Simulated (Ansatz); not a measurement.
Al (fcc (Cu type), space group No. 225) under volume change, the program Ansatz at the PBEsol level (PAW), scaled uniformly.

| V (Å³/atom) | E − E(relaxed) (meV/atom) | P (GPa) |
|---|---|---|
| 14.713 | 40.3 | 9.69 |
| 15.198 | 16.8 | 5.89 |
| 15.683 | 4.0 | 2.69 |
| 16.168 | 0.0 | 0.00 |
| 16.653 | 3.5 | -2.27 |
| 17.138 | 13.4 | -4.20 |
| 17.623 | 28.7 | -5.82 |

Task: What does a third-order Birch–Murnaghan fit give for V₀, B₀ and B′?

Result: V₀ = 16.17 Å³/atom, B₀ = 82.5 GPa, B′ = 4.6.

Space group Fm-3m (fcc (Cu type)). Symmetry was held in the PBEsol relaxation.

Potentials: the earlier of the program's two PAW sets.
